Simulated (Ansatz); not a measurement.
SiO$_{2}$ (alpha-cristobalite type, space group P4_12_12)

```xyz
12
Lattice="5.0828 0.0000 0.0000 0.0000 5.0828 0.0000 0.0000 0.0000 7.0981" Properties=species:S:1:pos:R:3 pbc="T T T"
Si     1.4946     1.4946     0.0000
Si     4.0360     1.0468     5.3235
Si     1.0468     4.0360     1.7745
Si     3.5882     3.5882     3.5490
O      1.2255     0.4771     1.2382
O      3.7669     2.0642     4.0854
O      1.3159     3.0185     0.5363
O      3.8573     4.6056     4.7872
O      4.6056     3.8573     2.3108
O      2.0642     3.7669     3.0127
O      3.0185     1.3159     6.5617
O      0.4771     1.2255     5.8599
```

The atoms are displaced by Q × the pattern below (from a DFPT mode at Γ, largest move 1; Q in Å), at fixed cell.

```tsv
atom	x	y	z
Si1	-0.144	0.144	0.558
Si2	0.144	0.144	0.558
Si3	-0.144	-0.144	0.558
Si4	0.144	-0.144	0.558
O5	0.107	0.865	-0.490
O6	-0.107	0.865	-0.490
O7	0.107	-0.865	-0.490
O8	-0.107	-0.865	-0.490
O9	0.865	0.107	-0.490
O10	-0.865	0.107	-0.490
O11	0.865	-0.107	-0.490
O12	-0.865	-0.107	-0.490
```

These are PBE (plane waves to 420 eV, PAW, scalar-relativistic; Ansatz, a first-principles code) values and carry that method's errors. k mesh 5×5×4 (Γ-centred), Fermi-Dirac smearing 0.05 eV. E stands for the smeared free energy. SiO2 was relaxed with its symmetry unable to fall. The PAW data are Ansatz's earlier set. ΔE is measured from the undisplaced structure.

```csv
Q (Å),ΔE (meV/cell)
-0.180,12648
-0.150,8418
-0.120,5197
-0.090,2840
-0.060,withheld
-0.030,305
0.000,0
0.030,305
0.060,withheld
0.090,2840
0.120,5197
0.150,8418
0.180,12648
```

Fit an even polynomial form (powers 2, 4) to the given rows and predict ΔE at Q = 0.060.

Least squares on the 11 given rows: ΔE = (337300)·Q² + (1637000)·Q⁴, in meV/cell with Q in Å; root-mean-square residual 0.5 meV/cell. At 0.060 the fit gives 1235 meV/cell; the calculation gives 1236 meV/cell, so the interpolation is off by -1 (-0.1 %). The quadratic term alone would give 1214 meV/cell.

(For displaced atoms, the force is minus the slope of the energy, and its curvature is a force constant, which sets phonon frequencies.)
